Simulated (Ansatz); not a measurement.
This run works on a generated trial structure, not on a known crystal.

Input and command of a plane-wave DFT calculation in Ansatz:

```yaml
crystal:
  lattice:
    - [5.0999966588, 0.0, 0.0]
    - [0.0, 5.0999966588, 0.0]
    - [0.0, 0.0, 4.6796685624]
  atoms:
    - { symbol: In, position: [0.0, 0.0, 0.0] }
    - { symbol: Co, position: [0.5, 0.0, 0.0], spin: 3.0 }
    - { symbol: Co, position: [0.0, 0.5, 0.0], spin: -3.0 }
    - { symbol: Co, position: [0.5, 0.5, 0.0], spin: 3.0 }
    - { symbol: "N", position: [0.0, 0.5, 0.3763785983] }
    - { symbol: "N", position: [0.5, 0.0, 0.6236214017] }
    - { symbol: "N", position: [0.0, 0.5, 0.6236214017] }
    - { symbol: "N", position: [0.5, 0.0, 0.3763785983] }
basis:
  ecutwfc: 420
kpoints:
  mp_grid: { grid: [6, 6, 8] }
hamiltonian:
  xc: pbe
scf:
  occupations: { method: gaussian, width: 0.1 }
output:
  forces: true
  stress: true
  eigenvalues: true
  populations: true
magnetization:
  spin_polarized: true
relax:
  adjacent_minimum: "off"
  f_tol: 0.01
  max_steps: 40
  cell: { stress_tol: 0.05 }
```

```bash
ansatz run input.yaml --threads 1 --pin off --max-ram 2560MiB --backend cpu --events-out ev --progress --plain --runs-dir out
```

Processor: Arm Neoverse V2, 1 thread, on a host shared with other jobs.

Q: Estimate time, memory and problem size.

A: About 3.4 min, peak memory 0.95 GiB. It solves 56 bands at 80 k points (after reduction by symmetry) with about 2391 plane waves (on the last cell), in 26 SCF iterations over 2 ionic steps.
